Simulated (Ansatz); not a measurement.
WC:
Space group P-6m2 (No. 187); a = 2.9121 Å, b = 2.9121 Å, c = 2.8363 Å, α = 90.00°, β = 90.00°, γ = 120.00°

```json
[
 {"atom": "W", "site": "1a", "symmetry": "-6m2", "x": "0.0000", "y": "0.0000", "z": "0.0000"},
 {"atom": "C", "site": "1f", "symmetry": "-6m2", "x": "0.6667", "y": "0.3333", "z": "0.5000"}
]
```

Relaxed at zero pressure with r²SCAN in the plane-wave PAW code Ansatz.

The volume is lowered by 6 % and shape and atoms relax at that volume. What pressure results, and how do the axes share the change?

28.1 GPa; a -2.2 %, b -2.2 %, c -1.7 %; the energy rises by 52 meV/atom.

Give the new structure.


Space group P-6m2 (No. 187); a = b = 2.848 Å, c = 2.787 Å, α = β = 90.00°, γ = 120.00°

```tsv
atom	site	symmetry	x	y	z
W	1a	-6m2	0.0000	0.0000	0.0000
C	1f	-6m2	0.6667	0.3333	0.5000
```

The phase is kept; no other phase was compared at this pressure.

The cell was relaxed with r²SCAN under the symmetry of its start. The run is not spin-polarised. Spin–orbit coupling is left out wherever it is not named.

Potentials: the later of the program's two PAW sets.
